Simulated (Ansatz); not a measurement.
CdHgSe2:
```yaml
crystal:
  lattice:
    - [4.36080, 0.00000, 0.00000]
    - [0.00000, 4.36080, 0.00000]
    - [0.00000, 0.00000, 6.14060]
  atoms:
    - { symbol: Cd, position: [0.50000, 0.50000, 0.50000] }
    - { symbol: Hg, position: [0.00000, 0.00000, 0.00000] }
    - { symbol: Se, position: [0.00000, 0.50000, 0.25304] }
    - { symbol: Se, position: [0.50000, 0.00000, 0.74696] }
```

Relaxed with r²SCAN. Special points in fractions of this cell's reciprocal vectors: Γ (0.000, 0.000, 0.000); X (0.000, 0.500, 0.000); M (0.500, 0.500, 0.000); Z (0.000, 0.000, 0.500); R (0.000, 0.500, 0.500); A (0.500, 0.500, 0.500).

### Question
List the band energies nearest the valence-band maximum at these points for DFT-r²SCAN in the program Ansatz with PAW potentials.

### Answer
In eV from the valence-band maximum; about four levels below and three above (degenerate sets whole), none deeper than 8.9 eV; points with the same levels are listed once.

| k | below | above |
|---|---|---|
| Γ | -2.01 -2.01 -0.02 0.00 0.00 | 0.15 3.47 3.58 |
| X | -2.18 -2.05 -0.97 -0.72 | 2.99 3.89 6.00 |
| M | -2.05 -1.97 -1.97 -1.90 | 2.95 3.46 3.46 |
| Z | -1.28 -1.28 -0.92 -0.92 | 2.71 3.34 4.18 |
| R | -0.97 -0.88 -0.74 -0.69 | 1.60 2.62 6.71 |
| A | -2.34 -2.34 -2.31 -2.17 | 4.04 5.17 5.49 5.49 |

Space group P-4m2. The first step of the workflow began from a Materials Project structure, measured or hypothetical; the Crystallography Open Database copy checked does not list it. With Cd and Hg taken as one species the cell has the higher symmetry F-43m, so it may be an ordered model of a mixed-site phase. Whether it is the stable phase at ambient conditions was not checked. The r²SCAN relaxation kept the symmetry of its start; whether a distortion lowers the energy is not shown. Scalar-relativistic: spin–orbit coupling is off unless named, which matters more the heavier the elements.

Potentials: the later of the program's two PAW sets.
